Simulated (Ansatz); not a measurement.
YPd₃:
```yaml
crystal:
  lattice:
    - [4.09501, 0.00000, 0.00000]
    - [0.00000, 4.09501, 0.00000]
    - [0.00000, 0.00000, 4.09501]
  atoms:
    - { symbol: Y, position: [0.00000, 0.00000, 0.00000] }
    - { symbol: Pd, position: [0.00000, 0.50000, 0.50000] }
    - { symbol: Pd, position: [0.50000, 0.00000, 0.50000] }
    - { symbol: Pd, position: [0.50000, 0.50000, 0.00000] }
```

Relaxed with r²SCAN.

**Question.** Give the Bader charges and basin volumes of the independent atoms, plane-wave PAW r²SCAN (Ansatz code).

**Answer.** 

```
atom  Bader charge (e)  Bader volume (Å³)
----  ----------------  -----------------
Y1               +1.73               13.2
Pd2              -0.58               18.5
```

Space group Pm-3m (Cu3Au type). The workflow started from an entry of the Crystallography Open Database (COD). Its standing as an ambient phase is unchecked. The r²SCAN relaxation kept the symmetry of its start; whether a distortion lowers the energy is not shown. No spin polarisation was allowed.

Potentials: the later of the program's two PAW sets.
